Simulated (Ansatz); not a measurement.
CsCaF3:
```cif
data_CaCsF3
_chemical_formula_sum 'Cs1 Ca1 F3'
_space_group_name_H-M_alt 'Pm-3m'
_space_group_IT_number 221
_space_group_name_Hall '-P 4 2 3'
_cell_length_a 4.51725
_cell_length_b 4.51725
_cell_length_c 4.51725
_cell_angle_alpha 90.000
_cell_angle_beta 90.000
_cell_angle_gamma 90.000
loop_
_atom_site_label
_atom_site_type_symbol
_atom_site_symmetry_multiplicity
_atom_site_Wyckoff_symbol
_atom_site_fract_x
_atom_site_fract_y
_atom_site_fract_z
_atom_site_occupancy
Cs1 Cs 1 a 0.00000 0.00000 0.00000 1
Ca1 Ca 1 b 0.50000 0.50000 0.50000 1
F1 F 3 c 0.00000 0.50000 0.50000 1
```

Relaxed with r²SCAN.

Problem. Which orbitals make up the states near the band edges in the program Ansatz at the r²SCAN level (PAW)?

Solution. Top 1 eV of the valence band: F 2p 95 %. Bottom 1 eV of the conduction band: Cs 6s 55 %, Ca 4s 11 %, F 2s 10 %, outside the projected shells 16 %. Projections are on Löwdin-orthogonalised atomic valence shells; empty p or d shells of many metals are not among them.

Problem. Tabulate the density of states.

Solution. States/eV per cell of 5 atoms, in 0.25 eV bins, energy from the valence-band maximum.

```csv
E (eV),total,F 2p,Cs 5p,Cs 6s
-4.85,0.00,0.00,0.00,0.00
-4.60,4.22,0.39,3.80,0.01
-4.35,11.88,0.71,10.98,0.04
-4.10,7.89,0.28,7.52,0.05
-3.85,0.00,0.00,0.00,0.00
-3.60,0.00,0.00,0.00,0.00
-3.35,0.00,0.00,0.00,0.00
-3.10,0.00,0.00,0.00,0.00
-2.85,0.00,0.00,0.00,0.00
-2.60,0.00,0.00,0.00,0.00
-2.35,0.00,0.00,0.00,0.00
-2.10,0.00,0.00,0.00,0.00
-1.85,0.00,0.00,0.00,0.00
-1.60,1.20,1.11,0.00,0.00
-1.35,4.65,4.32,0.01,0.01
-1.10,8.01,7.57,0.06,0.08
-0.85,11.97,11.32,0.16,0.10
-0.60,16.39,15.35,0.62,0.04
-0.35,14.35,13.89,0.23,0.03
-0.10,15.42,14.91,0.37,0.02
0.15,0.00,0.00,0.00,0.00
0.40,0.00,0.00,0.00,0.00
0.65,0.00,0.00,0.00,0.00
0.90,0.00,0.00,0.00,0.00
1.15,0.00,0.00,0.00,0.00
1.40,0.00,0.00,0.00,0.00
1.65,0.00,0.00,0.00,0.00
1.90,0.00,0.00,0.00,0.00
2.15,0.00,0.00,0.00,0.00
2.40,0.00,0.00,0.00,0.00
2.65,0.00,0.00,0.00,0.00
2.90,0.00,0.00,0.00,0.00
3.15,0.00,0.00,0.00,0.00
3.40,0.00,0.00,0.00,0.00
3.65,0.00,0.00,0.00,0.00
3.90,0.00,0.00,0.00,0.00
4.15,0.00,0.00,0.00,0.00
4.40,0.00,0.00,0.00,0.00
4.65,0.00,0.00,0.00,0.00
4.90,0.00,0.00,0.00,0.00
5.15,0.00,0.00,0.00,0.00
5.40,0.00,0.00,0.00,0.00
5.65,0.00,0.00,0.00,0.00
5.90,0.00,0.00,0.00,0.00
6.15,0.00,0.00,0.00,0.00
6.40,0.00,0.00,0.00,0.00
6.65,0.00,0.00,0.00,0.00
6.90,0.00,0.00,0.00,0.00
7.15,0.00,0.00,0.00,0.00
7.40,0.00,0.00,0.00,0.00
7.65,0.00,0.00,0.00,0.00
7.90,0.00,0.00,0.00,0.00
8.15,0.03,0.00,0.00,0.02
8.40,0.13,0.00,0.00,0.08
8.65,0.21,0.01,0.00,0.13
8.90,0.39,0.01,0.01,0.19
9.15,0.92,0.02,0.01,0.27
9.40,2.10,0.04,0.01,0.40
9.65,8.44,0.16,0.03,0.68
9.90,10.64,0.18,0.02,0.62
10.15,8.71,0.15,0.02,0.50
10.40,4.54,0.07,0.02,0.49
10.65,3.51,0.05,0.02,0.34
10.90,3.52,0.05,0.02,0.28
11.15,2.80,0.03,0.00,0.18
11.40,2.16,0.02,0.00,0.13
11.65,3.83,0.03,0.01,0.23
11.90,4.21,0.04,0.00,0.15
```

The first step of the workflow began from a Materials Project structure, measured or hypothetical; the Crystallography Open Database copy checked does not list it. Its standing as an ambient phase is unchecked. The r²SCAN relaxation kept the symmetry of its start; whether a distortion lowers the energy is not shown. Spin–orbit coupling is left out wherever it is not named.

Potentials: the later of the program's two PAW sets.
